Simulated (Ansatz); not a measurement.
Put Ba₃P₅ in Pm-3m (No. 221): Ba on 3c; P on 1b, 3d and 1a.

The calculation used Ansatz, DFT PBE, scalar-relativistic, plane waves, PAW. Cutoff 420 eV, Γ-centred mesh, Gaussian smearing, no spin polarisation.

The zero of energy is the elements' standard structures at the same level; no fitted shifts are applied. The references include black phosphorus.

Question: Predict the relaxed structure.

Answer:

Space group Pm-3m (No. 221). a = 6.294 Å, b = 6.294 Å, c = 6.294 Å, α = 90.00°, β = 90.00°, γ = 90.00°
```tsv
atom	site	symmetry	x	y	z
Ba	3c	4/mm.m	0.0000	0.5000	0.5000
P	1b	m-3m	0.5000	0.5000	0.5000
P	3d	4/mm.m	0.5000	0.0000	0.0000
P	1a	m-3m	0.0000	0.0000	0.0000
```

Ba is surrounded by 6 P at 3.15 Å; around P on a site of symmetry m-3m lie 6 Ba at 3.15 Å; P on a site of symmetry 4/mmm has 2 P at 3.15 Å and 4 Ba at 3.15 Å; P on a second site of symmetry m-3m is surrounded by 6 P at 3.15 Å (long contacts).

Question: And its energy and gap?

Answer: The energy over the elements is −0.02 eV/atom and the gap on the 6×6×6 mesh of the 8-atom cell is 0 eV (a metal). The formation energy is too near zero to say whether this cell lies below the elements.

The last run used Gaussian smearing of 0.10 eV. The k mesh leaves some 4 meV/atom of noise in the energy of each metallic cell. An odd number of electrons in the primitive cell allows no gap without spin; a larger cell or a magnetic state could open one. The cell is a metal run without spin; a magnetic state may lie lower. The reference form of P is held partly by dispersion forces, which this level lacks. A structure relaxed within its symmetry needn't be a true minimum.
